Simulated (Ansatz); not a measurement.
Consider the following.

Relaxed Al (fcc, Cu type):

```
CELL_PARAMETERS angstrom
      3.99201     0.00000     0.00000
      0.00000     3.99201     0.00000
      0.00000     0.00000     3.99201
ATOMIC_POSITIONS crystal
  Al 0.00000 0.00000 0.00000
  Al 0.50000 0.50000 0.00000
  Al 0.50000 0.00000 0.50000
  Al 0.00000 0.50000 0.50000
```

Scan: atom 1 (Al, nearest neighbour Al at 2.823 Å; its periodic images, 4.0 Å or more away, move with it) is displaced along Cartesian [111], direction (0.577, 0.577, 0.577) in Cartesian axes, by s. The other atoms stay.

Level of theory: r2SCAN (plane waves to 500 eV, PAW, scalar-relativistic; Ansatz, a first-principles code). k mesh 9×9×9 (Γ-centred), Fermi-Dirac smearing 0.05 eV. Energies are smeared free energies. With partly filled bands, energies and forces of such displacements shift with the k mesh and the smearing. On this mesh the relaxed cell isn't quite at rest: it carries a pressure of 0.3 GPa (compression positive) at the zero of the scan. Al was relaxed with its symmetry unable to fall. ΔE is measured from the undisplaced structure.

The scan covers s from -0.560 to 0.560 Å in 11 points.

Question: Is this a single well or a double well?

Answer: A single well with its minimum at or next to zero displacement.

Question: Is the energy the same for equal positive and negative displacements?

Answer: Even: the same for both signs. With its periodic images moving along, the atom's site symmetry in this cell is m-3m.

Question: What force acts on the atom along the line at s = -0.560 Å?

Answer: 4.36 eV/Å.

Question: What is the energy change at s = 0.560 Å?

Answer: 1049 meV/cell.

Question: What is the force constant k = d²E/ds² of this move at s = 0?

Answer: 5.48 eV/Å².

(For displaced atoms, the force is minus the slope of the energy, and its curvature is a force constant, which sets phonon frequencies.)
